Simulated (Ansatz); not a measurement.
**Chalcopyrite alloy of ZnGeP2 and ZnSiP2 (13 of 16 Ge sites exchanged), 64 atoms**

Level of theory: DFT, PBEsol, PAW, plane waves in Ansatz 0.2.0.

Command (of this form; memory limits and the device number are left out):

```sh
ansatz run in.yaml --threads 7 --pin off --runs-dir r --events-out ev --progress --plain
```

The input less its lattice and atoms:

```yaml
crystal:
  symmetry: { detect: false }
kpoints:
  mp_grid: { grid: [1, 1, 1], shift: [0.25, 0.25, 0.25] }
hamiltonian:
  xc: pbesol
scf:
  occupations: { method: fermi_dirac, width: 0.01 }
relax:
  f_tol: 0.03
  max_steps: 80
  escape_saddle: false
  adjacent_minimum: "off"
  cell: { fix: [alpha, beta, gamma] }
output:
  forces: true
  eigenvalues: true
  populations: true
```

Start:

```xyz
64
Lattice="10.7319 -0.0001 0.0000 -0.0001 10.7319 0.0000 0.0000 0.0000 10.4952" Properties=species:S:1:pos:R:3 pbc="T T T"
Zn   10.7247   10.7179   10.4549
Zn    0.0227    5.3251    0.0193
Zn    5.3602   10.7281   10.4821
Zn    5.3535    5.3860    0.0217
Zn   10.7052    2.7031    2.5908
Zn   10.7193    8.1122    2.6411
Zn    5.3633    2.6943    2.6224
Zn    5.3543    8.0654    2.6105
Zn    2.6572    0.0075    7.8532
Zn    2.6998    5.3285    7.8893
Zn    8.0376    0.0149    7.8660
Zn    8.0580    5.3893    7.8540
Zn    2.6758    2.7019    5.2384
Zn    2.6562    8.0277    5.2238
Zn    8.0314    2.6974    5.2425
Zn    8.0385    8.0157    5.2565
Si    0.0280    0.0050    5.2331
Si   10.7125    5.3425    5.2445
Si    5.3381    5.3319    5.2195
Si    2.6708    0.0073    2.6557
Si    8.0503   10.7240    2.5714
Si    8.0794    5.3493    2.5885
Si    2.6891    2.6758    0.0108
Si    2.7047    8.0604    0.0253
Si    8.0287    2.7255    0.0218
Si    8.0624    8.0556    0.0054
Si    0.0051    2.6765    7.8751
Si   10.7201    8.0878    7.8515
Si    5.4047    8.0690    7.8793
Ge    5.4185    0.0236    5.2534
Ge    2.6782    5.3468    2.6148
Ge    5.3643    2.7073    7.8958
P     1.3671    1.3159    1.2977
P     1.4291    6.7037    1.3200
P     6.7789    1.3212    1.3493
P     6.7899    6.7127    1.3119
P     1.2871    1.3512    6.5410
P     1.2742    6.7159    6.5682
P     6.6522    1.3228    6.5538
P     6.6859    6.7360    6.5601
P     3.9423    4.0279    1.3325
P     3.9500    9.3874    1.2805
P     9.2911    4.0197    1.3026
P     9.3256    9.4251    1.3033
P     4.0368    1.3149    3.9231
P     3.9993    6.6462    3.9182
P     9.3798    1.2446    3.9686
P     9.4369    6.6393    3.9453
P     1.3525    4.1317    3.9871
P     1.3544    9.4415    3.9061
P     6.6614    4.1105    3.9340
P     6.7318    9.4612    3.9580
P     1.3519    3.9337    9.1471
P     1.3534    9.3397    9.1374
P     6.7095    3.9789    9.1767
P     6.6891    9.3156    9.1799
P     4.0617    4.0258    6.5904
P     4.0934    9.3892    6.5480
P     9.4716    4.0229    6.5569
P     9.4491    9.4038    6.5732
P     4.0348    1.3984    9.1626
P     4.0129    6.7600    9.1994
P     9.3774    1.4180    9.2084
P     9.3845    6.7873    9.1921
```

Steps:

| step | energy less the first (eV) | largest force component (eV/Å) | pressure (GPa) |
| --- | --- | --- | --- |
| start | 0.000 | 1.077 | 0.20 |
| 1 | -0.749 | 0.415 | 0.02 |
| 2 | -0.862 | 0.051 | -0.03 |
| 3 | -0.864 | 0.007 | 0.00 |
| 4 | -0.864 | 0.007 | 0.00 |

A structure on the way, about -0.75 eV from the start:

```xyz
64
Lattice="10.7334 -0.0001 0.0000 -0.0001 10.7375 0.0000 0.0000 0.0000 10.4881" Properties=species:S:1:pos:R:3 pbc="T T T"
Zn   10.7242   10.7336   10.4708
Zn    0.0001    5.3526    0.0049
Zn    5.3622   10.7253    0.0017
Zn    5.3587    5.4022    0.0118
Zn   10.7176    2.6861    2.6010
Zn   10.7154    8.1001    2.6502
Zn    5.3677    2.6798    2.6198
Zn    5.3617    8.0598    2.6068
Zn    2.6499   10.7243    7.8745
Zn    2.6928    5.3546    7.8724
Zn    8.0674   10.7345    7.8641
Zn    8.0613    5.3917    7.8631
Zn    2.6595    2.6863    5.2426
Zn    2.6569    8.0366    5.2470
Zn    8.0602    2.6992    5.2368
Zn    8.0334    8.0249    5.2557
Si    0.0040    0.0095    5.2363
Si   10.7302    5.3692    5.2404
Si    5.3829    5.3721    5.2223
Si    2.6635    0.0057    2.6270
Si    8.0638    0.0051    2.5847
Si    8.0599    5.3825    2.6076
Si    2.6744    2.6784   10.4867
Si    2.6983    8.0609    0.0016
Si    8.0643    2.6999    0.0104
Si    8.0616    8.0506   10.4778
Si    0.0055    2.6920    7.8604
Si    0.0007    8.0716    7.8588
Si    5.3903    8.0630    7.8755
Ge    5.3966    0.0012    5.2399
Ge    2.6790    5.3845    2.6098
Ge    5.3647    2.7055    7.8891
P     1.3907    1.3350    1.2988
P     1.3795    6.7471    1.2829
P     6.7883    1.3371    1.3159
P     6.7946    6.7239    1.3070
P     1.2666    1.3331    6.5546
P     1.2597    6.7109    6.5666
P     6.6912    1.3380    6.5566
P     6.6552    6.7197    6.5648
P     3.9613    4.0057    1.2923
P     3.9403    9.3908    1.2995
P     9.3015    4.0297    1.3203
P     9.3161    9.4010    1.2989
P     3.9979    1.2988    3.9050
P     4.0380    6.6706    3.9532
P     9.3888    1.2588    3.9368
P     9.4036    6.6376    3.9418
P     1.3222    4.0936    3.9605
P     1.3469    9.4660    3.9311
P     6.6985    4.1016    3.9242
P     6.7470    9.4428    3.9008
P     1.3397    3.9527    9.1588
P     1.3301    9.3236    9.1732
P     6.7348    3.9896    9.2101
P     6.7034    9.3213    9.1774
P     4.0726    4.0577    6.5318
P     4.0762    9.3719    6.5749
P     9.4738    4.0401    6.5518
P     9.4723    9.3900    6.5536
P     4.0063    1.3814    9.1956
P     4.0204    6.7828    9.1741
P     9.3983    1.4236    9.1782
P     9.3991    6.7958    9.1776
```

End:

```
Zn Si Ge P
1.0
    10.73372   -0.00006   -0.00002
    -0.00006   10.73424   -0.00002
    -0.00002   -0.00002   10.49091
Zn Si Ge P
16 13 3 32
Direct
  0.99940 0.00062 0.99983
  0.99888 0.49971 0.99855
  0.49956 0.99962 0.00217
  0.49981 0.50179 0.00085
  0.99918 0.24916 0.25076
  0.99974 0.75084 0.25057
  0.50068 0.24973 0.24888
  0.50059 0.74967 0.24843
  0.24861 0.99961 0.75109
  0.24978 0.50066 0.75020
  0.75160 0.99836 0.75227
  0.75148 0.50063 0.75029
  0.24784 0.24958 0.50049
  0.24845 0.75067 0.50204
  0.75064 0.25186 0.49850
  0.75055 0.74977 0.50045
  0.00008 0.00039 0.49955
  0.99944 0.50028 0.50041
  0.50108 0.50196 0.49962
  0.24896 0.00064 0.24875
  0.75146 0.00003 0.24825
  0.75060 0.50088 0.24972
  0.24928 0.24920 0.99929
  0.24938 0.75129 0.99849
  0.75176 0.25095 0.00095
  0.75064 0.75045 0.99941
  0.99999 0.25064 0.74944
  0.99999 0.75081 0.74929
  0.50001 0.74997 0.75079
  0.50135 0.00017 0.49870
  0.25038 0.50150 0.24962
  0.50131 0.25235 0.75094
  0.13088 0.12536 0.12459
  0.12819 0.62798 0.12060
  0.63326 0.12506 0.12452
  0.63321 0.62531 0.12443
  0.11701 0.12416 0.62544
  0.11668 0.62449 0.62524
  0.62535 0.12516 0.62549
  0.61822 0.62506 0.62584
  0.37005 0.37199 0.12069
  0.36646 0.87416 0.12510
  0.86868 0.37514 0.12577
  0.86831 0.87472 0.12388
  0.37136 0.12092 0.37111
  0.37758 0.62289 0.37839
  0.87420 0.11711 0.37457
  0.87494 0.61776 0.37501
  0.12151 0.37982 0.37736
  0.12500 0.88265 0.37499
  0.62443 0.38321 0.37381
  0.62842 0.87852 0.37004
  0.12474 0.36752 0.87423
  0.12343 0.86817 0.87444
  0.62888 0.37264 0.87967
  0.62410 0.86766 0.87585
  0.37909 0.37791 0.62069
  0.37956 0.87312 0.62830
  0.88194 0.37533 0.62477
  0.88239 0.87513 0.62452
  0.37257 0.12881 0.87734
  0.37457 0.63239 0.87517
  0.87527 0.13316 0.87502
  0.87508 0.63326 0.87402
```

The calculation finished and met its thresholds.

Time: 2.9 min of wall time on 7 threads of a Neoverse-V2 processor, on a host shared with other runs; peak host memory 2.3 GiB.

(1) How much energy did the relaxation gain, and which atom moved most?

Answers

(1) 0.86 eV in 4 steps, from a start with small random displacements; atom 46 (P) moved 0.08 Å, the median atom 0.04 Å (drift of the whole cell removed).
